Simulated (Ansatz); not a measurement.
# I — quadrupolar parameters

The cell is a COD entry, its atoms then relaxed with PBE in this cell.

```
I
1.0
     3.62750   -2.39750    0.00000
     3.62750    2.39750    0.00000
     0.00000    0.00000    9.78000
I
4
Direct
  0.84609 0.15391 0.12160
  0.65391 0.34609 0.62160
  0.15391 0.84609 0.87840
  0.34609 0.65391 0.37840
```

Sites (sets of like atoms) are named by element and the number of their first atom in this list.

Level of theory: DFT, PBE, plane waves and PAW, scalar-relativistic, 420 eV cutoff, Γ-centred 8×8×4 k-points, Fermi–Dirac smearing 0.05 eV (Ansatz 0.2.0).

V_zz is the principal component of the electric field gradient with the largest magnitude, η = (V_xx − V_yy)/V_zz and C_Q = eQV_zz/h. ν_Q = 3|C_Q|/[2I(2I − 1)].

127I: I = 5/2, Q = -688.2 mb. Quadrupole moments are those of Pyykkö's year-2017 table.

```
site  atoms (order as listed)    first shell  C_Q (MHz)     η  ν_Q (MHz)
   I               1, 2, 3, 4  1 I at 2.80 Å      -1946  0.36        292
```

The structure holds I–I bonds (2.80 Å). At I V_zz points along its bond to I (within 1°).

Without spin–orbit coupling the gradients at and beside I can be off by some per cent, at some sites by more.
